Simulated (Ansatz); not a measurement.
## BiB: all-electron results

```yaml
crystal:
  lattice:
    - [0.00000, 2.76199, 2.76199]
    - [2.76199, 0.00000, 2.76199]
    - [2.76199, 2.76199, 0.00000]
  atoms:
    - { symbol: B, position: [0.00000, 0.00000, 0.00000] }
    - { symbol: Bi, position: [0.25000, 0.25000, 0.25000] }
```

Atom numbers follow the list: B1, Bi2.

The cell was built from the zincblende type and relaxed in the same program, and has space group F-43m; it needn't be a known or the stable phase.

Spin–orbit coupling is left out, though it moves levels of the heavy atoms by tenths of an eV or more.

Levels of theory: DFT, PBE, all-electron LAPW, scalar-relativistic (Ansatz 0.2.0); DFT, PBE, PAW with Ansatz's default frozen-core files, scalar-relativistic (Ansatz 0.2.0).

For LAPW: a Γ-centred 11×11×11 k mesh, Fermi–Dirac smearing of 0.05 eV, basis error target 0.5 meV/atom, no spin polarisation. PAW takes a cutoff of 420 eV at this cell. The Ansatz runs share mesh, smearing and spin set-up. Values come from LAPW unless marked.

- Band gap: 0.15 eV, direct at Γ (so small a gap may close at points that the mesh and path miss)
- Löwdin charges (with 0.03 e of the cell spilling out of the atomic basis, so their sizes and signs hang on that basis): B1 -0.73, Bi2 0.76 e
- Bader charges (from the PAW run): B1 -0.42, Bi2 +0.42 e
- Volume per atom: 21.07 Å³
- Pressure at this cell: -0.4 kbar
